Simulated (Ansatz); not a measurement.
## What a change of settings does: Si (diamond type)

First run: DFT, PBE, all-electron LAPW, scalar-relativistic (Ansatz 0.2.0).

Command: `ansatz run input.yaml --threads 2 --pin off --max-ram 4096MiB --backend cpu --events-out ev --progress --plain --runs-dir out` It took 12 s on 2 threads of Intel(R) Xeon(R) Platinum 8488C (Sapphire Rapids), on a shared host, peak memory 0.51 GiB.

```yaml
crystal:
  lattice:
    - [0.0, 2.7354715901, -2.7354715901]
    - [-2.7354715901, 0.0, 2.7354715901]
    - [5.4709431802, 5.4709431802, 5.4709431802]
  atoms:
    - { symbol: Si, position: [0.333333333, 0.666666667, 0.208333333] }
    - { symbol: Si, position: [0.666666667, 0.333333333, 0.541666667] }
    - { symbol: Si, position: [0.0, 0.0, 0.875] }
    - { symbol: Si, position: [0.0, 0.0, 0.125] }
    - { symbol: Si, position: [0.333333333, 0.666666667, 0.458333333] }
    - { symbol: Si, position: [0.666666667, 0.333333333, 0.791666667] }
kpoints:
  mp_grid: { grid: [9, 9, 4] }
scf:
  occupations: { method: fermi_dirac, width: 0.02 }
hamiltonian:
  xc: pbe
  pseudopotentials: { kind: all_electron, lapw: { basis_error: 0.001 } }
output:
  forces: true
  stress: true
  eigenvalues: true
```

The base cell comes from a relaxation on PAW files under the same functional.

This run: bulk in the slab's orientation.

It converges in 7 SCF iterations at a pressure of -0.06 GPa.

The input is then changed:

```diff
+  symmetry: { detect: false }
 kpoints:
   occupations: { method: fermi_dirac, width: 0.02 }
+  mixing: { preconditioner: resta }
 hamiltonian:
```

Task: What does the second run give?

Result: It converges in 7 SCF iterations at a pressure of -0.06 GPa.
